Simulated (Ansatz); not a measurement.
YSi (NiAs type, P6_3/mmc) at seven volumes, plane-wave PAW PBE (Ansatz code), shape and atoms relaxed at each. One row is withheld.

```tsv
V (Å³/atom)	P (GPa)
22.810	6.36
23.562	?
24.314	1.88
25.066	0.00
25.818	-1.64
26.570	-3.06
27.322	-4.36
```

Q: Fit the shown pressures and predict the withheld one.

A: P = (3/2)B₀(x^(7/2) − x^(5/2))[1 + (3/4)(B′ − 4)(x − 1)] with x = (V₀/V)^(2/3). Least squares on the six rows gives V₀ = 25.071 Å³/atom, B₀ = 58.1 GPa, B′ = 3.16. At V = 23.562, x = 1.0423 and P = 3.97 GPa. The run itself gave 3.99 GPa.

A made-up cell: these elements were put on the sites of a structure type; neither database checked (COD, Materials Project) lists it. Its standing as an ambient phase is unchecked. The PBE relaxation kept the symmetry of its start; whether a distortion lowers the energy is not shown. The run is not spin-polarised.

Potentials: the later of the program's two PAW sets.
